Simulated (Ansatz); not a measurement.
B:
Space group Cmce (No. 64); a = 2.936 Å, b = 5.323 Å, c = 3.266 Å, α = β = γ = 90.00°

| atom | site | symmetry | x | y | z |
|---|---|---|---|---|---|
| B | 8f | m.. | 0.0000 | 0.3442 | 0.4098 |
(The calculation used a cell of 4 atoms; values per cell refer to that cell.)

Relaxed with r²SCAN.

Task: Tabulate the valence density and the electron localisation function along the shortest B–B contact (1.76 Å), plane-wave PAW r²SCAN (Ansatz code).

Result: 

| distance from B (Å) | density (e/Å³) | ELF |
|---|---|---|
| 0.18 | 0.45 | 0.01 |
| 0.26 | 0.64 | 0.12 |
| 0.35 | 0.81 | 0.38 |
| 0.44 | 0.93 | 0.67 |
| 0.53 | 0.98 | 0.85 |
| 0.62 | 0.99 | 0.92 |
| 0.70 | 0.97 | 0.95 |
| 0.79 | 0.95 | 0.96 |
| 0.88 | 0.94 | 0.97 |
| 0.97 | 0.95 | 0.96 |
| 1.06 | 0.97 | 0.95 |
| 1.14 | 0.99 | 0.92 |
| 1.23 | 0.98 | 0.85 |
| 1.32 | 0.93 | 0.67 |
| 1.41 | 0.81 | 0.38 |
| 1.50 | 0.64 | 0.12 |
| 1.58 | 0.45 | 0.01 |

The density is the valence pseudo-density with augmentation charge, so density and ELF within about 1 Å of a nucleus are not all-electron values.

The start of the workflow was typed in or built on a structure type; neither database checked (COD, Materials Project) lists it. It is not the phase usual at ambient conditions (space group No. 166). The cell was relaxed with r²SCAN under the symmetry of its start; its stability against distortions is not shown here.

Potentials: the later of the program's two PAW sets.
